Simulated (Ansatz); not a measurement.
Structures of Sb2As3: which is lowest?

Plane-wave DFT in Ansatz with scalar-relativistic PAW potentials, cutoff 420 eV, Γ-centred meshes chosen by cell and gap, Gaussian smearing with energies taken to zero width. Every cell was relaxed (cell and atoms) in a run of its own, within the symmetry of its start. Functional: PBE.

Relaxed structures (starts from databases or built by putting these elements on another compound's sites):
A. R-3c, 10 atoms in the computed cell, a = 6.873 Å, c = 20.904 Å; sites (symmetry × multiplicity) Sb 3. × 12, As .2 × 18; start: built
B. R-3m, 5 atoms in the computed cell, a = 4.085 Å, c = 24.919 Å; sites (symmetry × multiplicity) Sb 3m × 6, As -3m × 3 + 3m × 6; start: built

Question: Rank them by energy. Could pressure change the order?

Answer:
| structure | group | E − E(lowest) (meV/atom) | V (Å³/atom) | gap on mesh (eV) |
| --- | --- | --- | --- | --- |
| B | R-3m | 0.0 | 24.00 | 0.00 |
| A | R-3c | 223 | 28.50 | 0.00 |

B is lowest, 223 meV/atom under A. The lowest is also the densest of these, so pressure wouldn't bring one of the others in at first order. Other structures may lie lower than all of these, and vibrations aren't counted.

Spin-orbit coupling is left out, which matters for the bands of heavy elements.